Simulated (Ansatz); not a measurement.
KFe₂P₂ in space group I4/mmm (No. 139; K on 2a, Fe on 4d, P on 4e), PBE in the plane-wave PAW code Ansatz, all energies at zero smearing, with the estimated change up to a 700 eV cutoff added, with one set of potentials and settings (totals compare only within such a set). Cell of 5 atoms (1 K, 2 Fe, 2 P): -12012.829 eV.

```csv
element,reference phase,E (eV/atom)
K,"Im-3m, 1 atoms in the cell",-1537.7858
Fe,"Im-3m, 1 atoms in the cell, spin-polarised",-4480.4888
P,"Cmce, 4 atoms in the cell",-755.6743
```

Formation energy per atom, worked out: (-12012.829 − 1×(-1537.7858) − 2×(-4480.4888) − 2×(-755.6743))/5 = -0.544 eV/atom (-52 kJ per mol of atoms), at 0 K, without zero-point energy or fitted corrections.

The first step of the workflow began from a Materials Project structure, measured or hypothetical; the Crystallography Open Database copy checked does not list it. Whether it is the stable phase at ambient conditions was not checked. The cell was relaxed with PBE under the symmetry of its start; of distortions, only those at the zone centre were tested. The run is not spin-polarised. The references are the lowest solids computed at this level, not always the standard phases.

Potentials: the later of the program's two PAW sets.
